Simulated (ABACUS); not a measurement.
Worked example: self-consistent single point of GeTe(PbSe)2 (P3m1, 6 atoms in the cell; from Materials Project mp-1224368, changed as shown) in ABACUS.

Computed with LDA (PW92), numerical atomic orbitals DZP (confined pseudo-atomic orbitals with Gaussian additions; energy shift 0.01 Ry), PseudoDojo 0.4 standard norm-conserving LDA (tails mended) pseudopotentials (ABACUS).

The change in words: lattice scaled by 1.015. Reference geometry (P3m1):
```
GeTe(PbSe)2
1.0
    4.32053     0.00000     0.00000
   -2.16026     3.74169     0.00000
    0.00000     0.00000    10.83392
Ge Te Pb Se
1 1 2 2
Direct
  0.00000   0.00000   0.00620
  0.66667   0.33333   0.86465
  0.66667   0.33333   0.31332
  0.33333   0.66667   0.65422
  0.33333   0.66667   0.16037
  0.00000   0.00000   0.50123
```

Reference input (self-consistent single point, DFT, LDA (PW92), numerical atomic orbitals DZP (confined pseudo-atomic orbitals with Gaussian additions; energy shift 0.01 Ry), PseudoDojo 0.4 standard norm-conserving LDA (tails mended) pseudopotentials): basis = DZP numerical atomic orbitals, energy shift 0.01 Ry; KPT = Gamma 7 7 3 0 0 0; basis_type = lcao; dft_functional = PWLDA; ecutwfc = 100 Ry; smearing_method = fd; smearing_sigma = 0.00146997 Ry; potentials = PseudoDojo 0.4 standard norm-conserving LDA (tails mended); symmetry = 1; symmetry_prec = 1e-05; ks_solver = genelpa; scf_nmax = 100. This run's input differs from it in these lines:

```diff
@@ -35,8 +35,8 @@
 LATTICE_CONSTANT
-8.164618
+8.287088
 
 LATTICE_VECTORS
-   1.0000000506    0.0000000000    0.0000000000
-  -0.5000000253    0.8660255083    0.0000000000
-   0.0000000000    0.0000000000    2.5075443402
+   0.9999999739    0.0000000000    0.0000000000
+  -0.4999999870    0.8660253556    0.0000000000
+   0.0000000000    0.0000000000    2.5075441650
 
@@ -48,3 +48,3 @@
 1
-   0.0000000000    0.0000000000    0.0671703040 1 1 1
+   0.0000000000    0.0000000000    0.0681778598 1 1 1
 
@@ -53,3 +53,3 @@
 1
-   2.1602671603    1.2472284194    9.3675489280 1 1 1
+   2.1926711927    1.2659367341    9.5080623348 1 1 1
 
@@ -58,4 +58,4 @@
 2
-   2.1602671603    1.2472284194    3.3944838144 1 1 1
-  -0.0000021603    2.4944605806    7.0877671424 1 1 1
+   2.1926711927    1.2659367341    3.4454011343 1 1 1
+  -0.0000021927    2.5318772659    7.1940837804 1 1 1
 
@@ -64,4 +64,4 @@
 2
-  -0.0000021603    2.4944605806    1.7374357504 1 1 1
-   0.0000000000    0.0000000000    5.4302857216 1 1 1
+  -0.0000021927    2.5318772659    1.7634973187 1 1 1
+   0.0000000000    0.0000000000    5.5117401077 1 1 1
 # file: KPT
```

Output, abridged:

```
 SELF-CONSISTENT
 -------------------------------------------

                  longest orb rcut (Bohr) = 7.6
   longest nonlocal projector rcut (Bohr) = 2.46
                     search radius (Bohr) = 20.1

                          real space grid = [ 54, 54, 135 ]
                                 init_chg = atomic

 LCAO ALGORITHM --------------- ION=   1  ELEC=   1--------------------------------

 Density error is 0.0338469276961
 E_KohnSham     -1153.3802429138     -15692.5432642516
 E_Fermi        0.6162671247         8.3847443861

 LCAO ALGORITHM --------------- ION=   1  ELEC=   2--------------------------------

   [... lines left out ...]

   [... 8 blocks of this kind left out ...]

 LCAO ALGORITHM --------------- ION=   1  ELEC=  11--------------------------------

 Density error is 1.58288098263e-07
 E_KohnSham     -1153.3984653040     -15692.7911925896
 E_Fermi        0.6116153236         8.3214533845

 LCAO ALGORITHM --------------- ION=   1  ELEC=  12--------------------------------

 Density error is 4.3543128074e-08
 E_KohnSham     -1153.3984653040     -15692.7911925897
 E_KS(sigma->0) -1153.3984653040     -15692.7911925897
 E_entropy(-TS) -0.0000000000        -0.0000000000
 E_Fermi        0.6116153193         8.3214533263
 charge density convergence is achieved
 final etot is -15692.791193 eV
 EFERMI = 8.3214533263 eV

 STATE ENERGY(eV) AND OCCUPATIONS    NSPIN == 1
   [... 52 lines left out ...]

 TOTAL-FORCE (eV/Angstrom)
                       Ge1         0.0000000000         0.0000000000        -0.0748723919
                       Te1         0.0000000000         0.0000000000         0.0279184361
                       Pb1         0.0000000000         0.0000000000        -0.1236800768
                       Pb2         0.0000000000         0.0000000000        -0.1883748548
                       Se1         0.0000000000         0.0000000000         0.1990415445
                       Se2         0.0000000000         0.0000000000         0.1599673430

 TOTAL-STRESS (KBAR)
       -61.9405266589        -0.0000000036        -0.0000000000
        -0.0000000036       -61.9405303182         0.0000000000
         0.0000000000         0.0000000000       -62.4231512208
 TOTAL-PRESSURE: -62.101403 KBAR

 --------------------------------------------
 !FINAL_ETOT_IS -15692.7911925896896719 eV
 --------------------------------------------
```

The run converged in 12 iterations. Against the reference run the free energy rises by 44.3 meV/atom, the pressure goes from -4.36 to -6.21 GPa and the largest force goes from 0.117 to 0.199 eV/Å.

Spin-orbit coupling is left out, which matters for bands and gaps with elements this heavy. The atom-centred basis is finite, which shifts total energies, pressures and forces against plane waves. This run is one point of a test of settings, so its values need not be converged; read them against the reference run alone. The structure comes from a collection of computed structures, made at another level of theory; the collection holds predicted forms beside known ones.

Cost on one core: around 30 core-seconds (rough).

The atomic orbitals were generated for these runs; they are not ABACUS's published sets and were checked against plane waves on a few crystals only.

“Tails mended”: in these copies of the files the far tail of each local potential was reset to the Coulomb form.
